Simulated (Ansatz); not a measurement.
Zr:
```yaml
crystal:
  lattice:
    - [3.23164, 0.00000, 0.00000]
    - [-1.61582, 2.79868, 0.00000]
    - [0.00000, 0.00000, 5.17102]
  atoms:
    - { symbol: Zr, position: [0.33333, 0.66667, 0.75000] }
    - { symbol: Zr, position: [0.66667, 0.33333, 0.25000] }
```

Relaxed with PBE. Special points in fractions of this cell's reciprocal vectors: Γ (0.000, 0.000, 0.000); M (0.500, 0.000, 0.000); K (0.333, 0.333, 0.000); A (0.000, 0.000, 0.500); L (0.500, 0.000, 0.500); H (0.333, 0.333, 0.500).

### Question
List the band energies nearest the Fermi level at these points for PBE in the plane-wave PAW code Ansatz.

### Answer
In eV from the Fermi level; about four levels below and three above (degenerate sets whole), none deeper than 8.9 eV; points with the same levels are listed once.

```json
[
 {"k": "Γ", "below": "-5.66 -3.04", "above": "0.85 0.85 0.95"},
 {"k": "M", "below": "-2.57 -2.52 -2.15 -0.23", "above": "0.54 0.73 1.41"},
 {"k": "K", "below": "-2.09 -1.36 -1.36 -1.14", "above": "0.24 0.24 1.76"},
 {"k": "A", "below": "-3.97 -3.97", "above": "0.00 0.00 0.76 0.76 0.76 0.76"},
 {"k": "L", "below": "-2.87 -2.87 -1.08 -1.08", "above": "1.60 1.60 2.20 2.20"},
 {"k": "H", "below": "-1.28 -1.28 -0.05 -0.05", "above": "2.00 2.00 4.36 4.36"}
]
```

Space group P6_3/mmc (hcp (Mg type)). The PBE relaxation kept the symmetry of its start. The run is not spin-polarised. Spin–orbit coupling is left out wherever it is not named.

Potentials: the later of the program's two PAW sets.
